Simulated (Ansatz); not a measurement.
Total density of states per atom from r²SCAN (plane waves, PAW; program Ansatz), in 0.25 eV bins, energy from the Fermi level:

```csv
E (eV),states/eV/atom
-7.85,0.60
-7.60,0.43
-7.35,0.82
-7.10,0.61
-6.85,0.56
-6.60,0.53
-6.35,0.43
-6.10,0.62
-5.85,0.56
-5.60,0.57
-5.35,0.68
-5.10,0.62
-4.85,0.67
-4.60,0.53
-4.35,0.57
-4.10,0.74
-3.85,0.69
-3.60,0.58
-3.35,0.61
-3.10,0.85
-2.85,0.30
-2.60,0.12
-2.35,0.39
-2.10,0.55
-1.85,0.53
-1.60,0.40
-1.35,0.24
-1.10,0.14
-0.85,0.06
-0.60,0.03
-0.35,0.02
-0.10,0.02
0.15,0.03
0.40,0.40
0.65,0.59
0.90,0.51
1.15,0.10
1.40,0.31
1.65,0.46
1.90,0.16
2.15,0.29
2.40,0.42
2.65,0.48
2.90,0.67
3.15,0.81
3.40,0.74
3.65,0.75
3.90,0.56
4.15,0.70
4.40,0.63
4.65,0.57
```

Question: Pick the material that matches.
A. RbCNO, Ima2 (Rb on 4a, C on 4b, N on 4b, O on 4b)
B. Ti2CN, R-3m (Ti on 6c, C on 3a, N on 3b)
C. W2N3, Cm (Pearson symbol mS20)
D. Gd3InN, anti-perovskite

Answer: C, W2N3, Cm (Pearson symbol mS20). Within 0.5 eV of the Fermi level: W 5d 72 %, N 2p 24 %. Projections are on Löwdin-orthogonalised atomic valence shells; empty p or d shells of many metals are not among them.

The first step of the workflow began from a Materials Project structure, measured or hypothetical; the Crystallography Open Database copy checked does not list it. Whether it is the stable phase at ambient conditions was not checked. Symmetry was held in the r²SCAN relaxation; whether a distortion lowers the energy is not shown. The run is not spin-polarised. A small band overlap can be real or an error of a semilocal functional. Spin–orbit coupling is left out wherever it is not named.

Potentials: the later of the program's two PAW sets.
